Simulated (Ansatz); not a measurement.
TiC:
```xyz
4
Lattice="-1.4111 1.4111 5.3631 1.4111 -1.4111 5.3631 1.4111 1.4111 -5.3631" Properties=species:S:1:pos:R:3 pbc="T T T"
Ti     0.0000     0.0000     0.0709
Ti     0.0000     1.4111     2.7525
C      0.0000     0.0000     4.3912
C      1.4111     0.0000     1.7097
```

Relaxed with PBE. Special points in fractions of this cell's reciprocal vectors: Γ (0.000, 0.000, 0.000); X (0.000, 0.000, 0.500); P (0.250, 0.250, 0.250); N (0.000, 0.500, 0.000); M (0.500, 0.500, -0.500); S (0.267, 0.733, -0.267); S0 (-0.267, 0.267, 0.267); R (-0.035, 0.035, 0.500); G (0.500, 0.500, -0.035).

Question: List the band energies nearest the Fermi level at these points for the program Ansatz at the PBE level (PAW).

Answer: In eV from the Fermi level; about four levels below and three above (degenerate sets whole), none deeper than 8.9 eV; points with the same levels are listed once.

```json
[
 {"k": "Γ", "below": "-0.61 -0.44 -0.44 -0.29", "above": "0.32 0.32 3.29"},
 {"k": "X", "below": "-3.41 -3.41 -1.58 -1.58", "above": "1.29 1.29 4.24 4.24"},
 {"k": "P", "below": "-3.27 -3.27 -1.68 -1.68", "above": "1.40 1.40 3.96 3.96"},
 {"k": "N", "below": "-1.86 -0.85 -0.79 -0.29", "above": "0.06 1.33 2.30"},
 {"k": "M", "below": "-1.00 -1.00 -0.89 -0.89", "above": "1.56 1.56 3.41 3.41"},
 {"k": "S", "below": "-1.83 -0.85 -0.83 -0.33", "above": "0.04 1.44 2.14"},
 {"k": "R", "below": "-3.36 -3.36 -1.57 -1.57", "above": "1.28 1.28 4.10 4.10"}
]
```

Space group I4_1md. The cell is a constructed one: a structure type filled with these elements; neither database checked (COD, Materials Project) lists it. It is not the phase usual at ambient conditions (space group No. 225). The PBE relaxation kept the symmetry of its start; whether a distortion lowers the energy is not shown. The run is not spin-polarised.

Potentials: the later of the program's two PAW sets.
